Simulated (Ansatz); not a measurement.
Nb (bcc (W type), Im-3m) at seven volumes, r²SCAN in the plane-wave PAW code Ansatz, scaled uniformly. One row is withheld.

```tsv
V (Å³/atom)	P (GPa)
16.383	19.29
16.923	11.93
17.463	5.54
18.004	-0.01
18.544	?
19.084	-9.01
19.624	-12.67
```

Q: Fit the shown pressures and predict the withheld one.

A: P = (3/2)B₀(x^(7/2) − x^(5/2))[1 + (3/4)(B′ − 4)(x − 1)] with x = (V₀/V)^(2/3). Least squares on the six rows gives V₀ = 18.003 Å³/atom, B₀ = 172 GPa, B′ = 3.67. At V = 18.544, x = 0.9805 and P = -4.82 GPa. The run itself gave -4.82 GPa.

The cell was relaxed with r²SCAN under the symmetry of its start. The run is not spin-polarised.

Potentials: the later of the program's two PAW sets.
